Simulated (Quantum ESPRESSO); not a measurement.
## Band energies of CsCaF₃

```xyz
5
Lattice="4.5205 0.0000 0.0000 0.0000 4.5205 0.0000 0.0000 0.0000 4.5205" Properties=species:S:1:pos:R:3 pbc="T T T"
F      0.0000     2.2603     2.2603
F      2.2603     0.0000     2.2603
F      2.2603     2.2603     0.0000
Ca     2.2603     2.2603     2.2603
Cs     0.0000     0.0000     0.0000
```

PBEsol (Quantum ESPRESSO, PseudoDojo norm-conserving, 84 Ry, no spin-orbit coupling); path ΓXMΓRX,MR; energies in eV from the valence-band maximum.

```
k (1/Å)  point  band 16  band 17  band 18  band 19  band 20  band 21  band 22  band 23
-------  -----  -------  -------  -------  -------  -------  -------  -------  -------
0.00         Γ    -0.39    -0.39    -0.03    -0.03    -0.03     7.00     8.09     8.09
0.23              -0.42    -0.42    -0.23    -0.08    -0.08     7.41     8.29     8.47
0.46              -0.50    -0.42    -0.42    -0.18    -0.18     8.21     8.77     8.80
0.69         X    -0.54    -0.39    -0.39    -0.25    -0.25     8.64     8.94     9.07
0.93              -0.47    -0.46    -0.33    -0.31    -0.19     8.90     8.97     9.39
1.39         M    -0.70    -0.51    -0.18    -0.18    -0.01     8.71     9.06     9.06
1.55              -0.68    -0.46    -0.25    -0.20    -0.02     8.82     9.03     9.13
1.72              -0.63    -0.40    -0.35    -0.25    -0.05     8.84     8.93     9.17
1.88              -0.55    -0.49    -0.30    -0.23    -0.07     8.41     8.79     8.93
2.21              -0.41    -0.38    -0.15    -0.06    -0.05     7.21     8.21     8.26
2.37         Γ    -0.39    -0.39    -0.03    -0.03    -0.03     7.00     8.09     8.09
2.54              -0.43    -0.37    -0.16    -0.05    -0.05     7.24     8.25     8.25
2.72              -0.52    -0.45    -0.32    -0.10    -0.10     7.85     8.64     8.64
3.06              -0.58    -0.58    -0.15    -0.15    -0.15     9.05     9.12     9.12
3.23              -0.53    -0.53    -0.11    -0.11    -0.07     8.90     9.13     9.13
3.40              -0.49    -0.49    -0.04    -0.04    -0.02     8.85     8.97     8.97
3.58         R    -0.48    -0.48     0.00     0.00     0.00     8.87     8.87     8.87
3.86              -0.51    -0.51    -0.11    -0.06    -0.04     8.83     9.05     9.16
4.00              -0.54    -0.52    -0.22    -0.11    -0.10     8.84     9.17     9.47
4.14              -0.56    -0.49    -0.30    -0.17    -0.17     8.88     9.26     9.57
4.28              -0.57    -0.40    -0.32    -0.26    -0.24     8.94     9.08     9.42
4.56         X    -0.54    -0.39    -0.39    -0.25    -0.25     8.64     8.94     9.07
4.56         M    -0.70    -0.51    -0.18    -0.18    -0.01     8.71     9.06     9.06
4.73              -0.65    -0.64    -0.17    -0.17    -0.01     8.75     9.08     9.08
4.91              -0.56    -0.56    -0.13    -0.13    -0.01     8.83     9.06     9.06
5.25         R    -0.48    -0.48     0.00     0.00     0.00     8.87     8.87     8.87
```

The PBEsol gap is indirect, 7.00 eV, from R to Γ; the smallest direct gap is 7.03 eV. Another valence extremum on the path lies within 0.02 eV, too close to call.

The cell is held in this high symmetry; tilts and polar distortions were not searched.

Geometry of the Materials Project entry, not relaxed at this level.

The structure is a Materials Project entry; no match was found in the copy of COD used, and its stability was not checked.
